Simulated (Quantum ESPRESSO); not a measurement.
## Kohn-Sham bands of MgTe (zinc blende)

```
MgTe
1.0
    0.00000     3.23200     3.23200
    3.23200     0.00000     3.23200
    3.23200     3.23200     0.00000
Mg Te
1 1
Direct
  0.00000   0.00000   0.00000
  0.25000   0.25000   0.25000
```

Cell from Materials Project (mp-13033), symmetrised, no further relaxation. Not found in the COD (Crystallography Open Database) copy used, which has the formula in other groups; not checked further. Computed values, not measurements, from PBEsol: Quantum ESPRESSO (norm-conserving PseudoDojo potentials, cutoff 68 Ry, no spin polarisation, no spin-orbit coupling) on a Γ-centred 8×8×8 mesh, then Wannier90. Density: 8×8×8 mesh, cold smearing 0.01 Ry. Spin-orbit coupling is left out although heavy elements are present.

**Question.** List the Kohn-Sham levels between −8 and 5.3 eV relative to the valence-band maximum at the high-symmetry points, as a band run of pw.x on that density gives them (levels within 2 meV counted together).

**Answer.** 
| point | k (reciprocal lattice) | levels (eV) |
|---|---|---|
| Γ | 0.000 0.000 0.000 | 0.00 (×3), 2.29 |
| X | -0.500 -0.500 0.000 | -3.06, -1.19 (×2), 2.73, 3.49 |
| U | -0.375 -0.375 0.250 | -2.81, -1.96, -0.96, 3.36, 5.16 |
| K | -0.375 0.000 0.375 | -2.81, -1.96, -0.96, 3.36, 5.16 |
| L | 0.000 0.000 0.500 | -3.24, -0.42 (×2), 3.14 |
| W | -0.500 -0.250 0.250 | -2.69, -1.89, -1.46, 4.47 |
